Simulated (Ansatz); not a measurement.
## Ag

```yaml
crystal:
  lattice:
    - [2.88620, 0.00000, 0.00000]
    - [-1.44310, 2.49952, 0.00000]
    - [0.00000, 0.00000, 10.00000]
  atoms:
    - { symbol: Ag, position: [0.33333, 0.66667, 0.25000] }
    - { symbol: Ag, position: [0.66667, 0.33333, 0.75000] }
    - { symbol: Ag, position: [0.00000, 0.00000, 0.00000] }
    - { symbol: Ag, position: [0.00000, 0.00000, 0.50000] }
```

Atoms are numbered in the order listed.

The cell comes from COD entry 1509194, which wasn't checked; take it as a given geometry.

Method: DFT, LDA, all-electron LAPW, scalar-relativistic in Ansatz 0.2.0.

The runs use a Γ-centred 14×14×4 k mesh, Fermi–Dirac smearing of 0.08 eV, basis error target 0.5 meV/atom, no spin polarisation.

| Quantity | Value |
| --- | --- |
| Pressure at this cell | -11.22 GPa |
| Band gap | none: bands cross the Fermi level, a metal |
| Stress xx, yy, zz (compression positive) | -9.99, -9.99, -13.67 GPa |
| Density of states at the Fermi level (0.2 eV bin) | 1.22 states/eV per cell |
| Volume per atom | 18.04 Å³ |
